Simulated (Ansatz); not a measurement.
Data:

Ti:
```
Ti
1.0
    2.86497     0.00000     0.00000
   -1.43249     2.48114     0.00000
    0.00000     0.00000     4.53063
Ti
2
Direct
  0.33333   0.66667   0.75000
  0.66667   0.33333   0.25000
```

This is the LDA-relaxed structure. Tensor components refer to the Cartesian frame of this cell.

### Question
All from LDA (plane waves, PAW; program Ansatz), unless another level is named. Estimate the bulk modulus (Birch–Murnaghan fit).

### Answer
127 GPa.

### Question
And the elastic constants (relaxed ions, GPa)?

### Answer
C11 = 168, C12 = 114, C13 = 92.5, C33 = 205, C44 = 33.3.

Space group P6_3/mmc (hcp (Mg type)). The cell was relaxed with LDA under the symmetry of its start. The run is not spin-polarised. As this level gives no gap, shear constants depend on the k-mesh and smearing (Fermi–Dirac, 0.1 eV here).

Potentials: the later of the program's two PAW sets.
